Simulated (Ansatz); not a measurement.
Input:

NiAu:
```
NiAu
1.0
    2.82508     0.00000     0.00000
    0.00000     2.82508     0.00000
    0.00000     0.00000     7.05895
Au Ni
2 2
Direct
  0.00000   0.50000   0.34393
  0.50000   0.00000   0.65607
  0.00000   0.50000   0.90702
  0.50000   0.00000   0.09298
```
The run is spin-polarised.

This is the r²SCAN-relaxed structure.

Question: All from the program Ansatz at the r²SCAN level (PAW), unless another level is named. Predict the net moment.

Answer: 0.34 μB per atom.

Question: What about the Bader charges?

Answer: Au -0.19, Ni +0.19 e.

Space group P4/nmm. The start of the workflow was typed in or built on a structure type; neither database checked (COD, Materials Project) lists it. Its standing as an ambient phase is unchecked. The r²SCAN relaxation kept the symmetry of its start; whether a distortion lowers the energy is not shown. Magnetic state: ferromagnetic, chosen from 2 collinear starts compared on coarse meshes (ties went to the first, and starts can fall back to one state), not a proven ground state. Other orbital occupations within this spin state were not tried. For itinerant 3d metals, meta-GGAs of the SCAN family and hybrids are commonly reported to give too large moments. Scalar-relativistic: spin–orbit coupling is off unless named, which matters more the heavier the elements.

Potentials: the earlier of the program's two PAW sets.
